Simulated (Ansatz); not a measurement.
## TaGe2, first-principles data

TaGe2:
```
CELL_PARAMETERS angstrom
      4.60869     0.00000     0.00000
     -2.30435     3.99125     0.00000
      0.00000     0.00000     2.69166
ATOMIC_POSITIONS crystal
  Ta 0.00000 0.00000 0.00000
  Ge 0.33333 0.66667 0.50000
  Ge 0.66667 0.33333 0.50000
```

Space group P6/mmm (No. 191); conventional cell a = b = 4.6087 Å, c = 2.6917 Å, α = β = 90.00°, γ = 120.00°.

Method: PBEsol in the plane-wave PAW code Ansatz. Structure relaxed to zero pressure with the same functional. Other levels are named where they apply.

Cell and energy:

```
Property                                                      Value
-----------------------------------------------------  ------------
Volume per atom                                            16.50 Å³
Density                                                 10.94 g/cm³
Formation energy from the elements (no fitted shifts)  0.16 eV/atom
```

Electronic structure:

```
Quantity                                                                    Result
------------------------------------  --------------------------------------------
Electronic character                                             metallic (no gap)
Density of states at the Fermi level  0.50 states/eV per atom (mean over ±0.08 eV)
Gap with spin–orbit coupling                                       none (metallic)
```

Mechanics:

```
Item                                                                                       Value
-------------------------------------  ---------------------------------------------------------
Bulk modulus (Birch–Murnaghan fit)                                                       132 GPa
Pressure derivative B′                                                                       5.0
Elastic constants (relaxed ions, GPa)  C11 = 235, C12 = 91.3, C13 = 59.8, C33 = 358, C44 = -23.9
Mechanical stability                                      unstable (C has a negative eigenvalue)
```

Phonons:

```
Quantity                                                Result
-----------------------------  -------------------------------
Highest zone-centre frequency                        216 cm^-1
Zone-centre stability          unstable, softest mode 68i cm⁻¹
```

The cell is a constructed one: a structure type filled with these elements; neither database checked (COD, Materials Project) lists it. COD files the formula under space group No. 180. Its standing as an ambient phase is unchecked. The cell was relaxed with PBEsol under the symmetry of its start. No spin polarisation was allowed. As this level gives no gap, shear constants depend on the k-mesh and smearing (Fermi–Dirac, 0.1 eV here). As this level gives no gap, phonon frequencies hold no LO–TO term and depend on the k-mesh and smearing (Fermi–Dirac, 0.1 eV here). On the denser mesh and wider smearing of the elastic run this cell carries a stress of 0.4 GPa. The references are the lowest solids computed at this level, not always the standard phases. Spin–orbit coupling is left out wherever it is not named.

Potentials: the earlier of the program's two PAW sets. The files were generated under PBE; for other functionals the program regenerates the frozen cores, and for LDA and PBEsol the local potential too.
